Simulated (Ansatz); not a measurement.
# Sn (dhcp): energy against volume

The calculation used Ansatz, DFT, BLYP, plane waves (420 eV) with PAW, scalar-relativistic. The PAW files were generated under PBE, with cores re-solved for the functional.

The cell is scaled uniformly from the relaxed one, with fractional coordinates and shape fixed. Energies are extrapolated to zero smearing, pressures are those at the given smearing. Magnetic state: spin not included.

A Birch-Murnaghan fit gives V₀ = 30.82 Å³/atom, B₀ = 35 GPa, B₀′ = 4.8.

**Question.** What are the energy above the minimum and the pressure at 29.549 Å³/atom?

**Answer.** 6.1 meV/atom and 1.66 GPa as computed.

**Question.** What are the energy above the minimum and the pressure at 33.243 Å³/atom?

**Answer.** 17.9 meV/atom and -2.17 GPa as computed.

**Question.** What are the energy above the minimum and the pressure at 34.474 Å³/atom?

**Answer.** 38.0 meV/atom and -2.97 GPa as computed.
